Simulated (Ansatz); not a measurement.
# 4 guesses for TiGeSe4 and where they end

Computed with DFT PBE, scalar-relativistic, plane waves, PAW in Ansatz 0.2.0. All cells share a 420 eV cutoff and Γ-centred k meshes spaced at most about 0.3 Å⁻¹ (about 0.25 or finer for metals, 2π included). Collinear spin in cells that started with moments and kept them past the coarse steps, no spin elsewhere.

Each guess was relaxed in cell and atoms at zero pressure, within the symmetry of its start. All energies are static (0 K, no zero-point motion). Coordination counts Ge or Se atoms around Ti (for each partner element, those within 1.25 times its shortest distance or 1.15 times the sum of covalent radii, where it is the nearest in units of that sum or under 1.3; the shortest distance is added where it is long for a bond).

| guess | made from | start group | V start (Å³/atom) | end group | V end (Å³/atom) | coordination at the end | gap on mesh (eV) | largest moment (μB) | E over the lowest end (meV/atom) |
| --- | --- | --- | --- | --- | --- | --- | --- | --- | --- |
| 1 | TiNbB4 type | P6/mmm | 21.4 | P6/mmm | 20.1 | Ti 14 | 0 | - | 781 |
| 2 | CeYMg4 type | F-43m | 30.9 | F-43m | 21.3 | Ti 16 from 3.3 Å | 0 | 1.4 | 1248 |
| 3 | Ti4CuAg type | P4/mmm | 26.2 | ? | ? | ? | ? | ? | ? |
| 4 | TaTiTe4 type | P-3m1 | 24.7 | P-3m1 | 25.2 | Ti 6 | 0 | - | 0 |

Guess 3 as it starts:

```cif
data_structure
_symmetry_space_group_name_H-M 'P 1'
_symmetry_Int_Tables_number 1
_cell_length_a 3.4486
_cell_length_b 3.4486
_cell_length_c 13.2295
_cell_angle_alpha 90.000
_cell_angle_beta 90.000
_cell_angle_gamma 90.000
_cell_volume 157.34
loop_
_atom_site_label
_atom_site_type_symbol
_atom_site_fract_x
_atom_site_fract_y
_atom_site_fract_z
_atom_site_occupancy
Ti1 Ti 0.50000 0.50000 0.50000 1
Ge1 Ge 0.00000 0.00000 0.00000 1
Se1 Se 0.50000 0.50000 0.18097 1
Se2 Se 0.00000 0.00000 0.65245 1
Se3 Se 0.00000 0.00000 0.34755 1
Se4 Se 0.50000 0.50000 0.81903 1
```

**Question.** Fill in the missing row: what does this guess relax into, and where does it rank?

**Answer.** It ends in space group P4/mmm (No. 123), with a = 3.158 Å, c = 14.384 Å, 23.9 Å³/atom and no gap, without spin. It lies 0.38 eV/atom over the lowest end, above guess 4 and below guess 1. Counting Ge or Se atoms around Ti, this end has Ti 8 and the lowest (guess 4) has Ti 6.

```
Ti Ge Se
1.0
     3.15756    0.00000    0.00000
     0.00000    3.15756    0.00000
     0.00000    0.00000   14.38404
Ti Ge Se
1 1 4
Direct
  0.50000 0.50000 0.50000
  0.00000 0.00000 0.00000
  0.50000 0.50000 0.12762
  0.00000 0.00000 0.60854
  0.00000 0.00000 0.39146
  0.50000 0.50000 0.87238
```

Formation energies are uncorrected and refer to the elements' standard structures at the same level.

**Question.** Is the lowest end bound against the elements?

**Answer.** Yes: its formation energy is −0.63 eV/atom. A negative formation energy is needed for stability but isn't enough: competing phases decide.

Weakly bound directions are ill-defined at this level, which has no dispersion term (P-3m1, P4/mmm), and this can change margins and order among such cells. The reference form of Se is held partly by dispersion forces, which this level lacks. The magnetic state reached may not be the lowest. Cells relaxed within their symmetry can be saddle points. A lower structure may well exist outside this small set. Some types were kept out of the candidates beforehand, so the set may lack a known form.
